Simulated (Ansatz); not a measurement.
YPt₃ (Cu3Au type, Pm-3m) at seven volumes, LDA (plane waves, PAW; program Ansatz), scaled uniformly. One row is withheld.

| V (Å³/atom) | P (GPa) |
|---|---|
| 14.911 | 25.33 |
| 15.403 | 15.32 |
| 15.894 | 6.97 |
| 16.386 | 0.00 |
| 16.877 | -5.81 |
| 17.369 | ? |
| 17.861 | -14.65 |

Fit the shown pressures and predict the withheld one.

Third-order Birch–Murnaghan: P = (3/2)B₀(x^(7/2) − x^(5/2))[1 + (3/4)(B′ − 4)(x − 1)] with x = (V₀/V)^(2/3). Least squares on the six rows gives V₀ = 16.386 Å³/atom, B₀ = 211.5 GPa, B′ = 5.06. At V = 17.369, x = 0.9619 and P = -10.64 GPa. The run itself gave -10.64 GPa.

The workflow started from a Materials Project entry (that database holds measured and hypothetical structures alike); the Crystallography Open Database files this formula in space group No. 221, but the cells were not matched. Whether it is the stable phase at ambient conditions was not checked. Symmetry was held in the LDA relaxation; whether a distortion lowers the energy is not shown. The run is not spin-polarised. Scalar-relativistic: spin–orbit coupling is off unless named, which matters more the heavier the elements.

Potentials: the later of the program's two PAW sets.
